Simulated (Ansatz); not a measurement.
Values for one crystal, relaxed and computed with r²SCAN in the plane-wave PAW code Ansatz; other levels are named.

```yaml
volume_per_atom: 18.25 Å³
band_gap: 2.11 eV (indirect)
electron_effective_mass: 0.85, 0.85, 1.3 mₑ (principal values)
HSE06 gap on the r²SCAN cell: 2.74 eV
Hole effective mass with spin–orbit coupling: 0.71, 1.7, 2.3 mₑ (principal values)
Pressure derivative B′: 4.1
Gap with spin–orbit coupling: 2.11 eV
```

Which of these materials gives this?
A. Rb2ScInCl6, Fm-3m (Rb on 8c, Sc on 4a, In on 4b, Cl on 24e)
B. Ta3N5, Cmcm (Pearson symbol oS32)
C. La2CN3Cl, Cmmm (Pearson symbol oS28)
D. LaOF, R-3m (La on 6c, O on 6c, F on 6c)

C, La2CN3Cl, Cmmm (Pearson symbol oS28)

The workflow started from a Materials Project entry (that database holds measured and hypothetical structures alike); the Crystallography Open Database files this formula in space group No. 65, but the cells were not matched. Whether it is the stable phase at ambient conditions was not checked. The r²SCAN relaxation kept the symmetry of its start; its stability against distortions is not shown here. Spin–orbit coupling is left out wherever it is not named.

Potentials: the later of the program's two PAW sets.
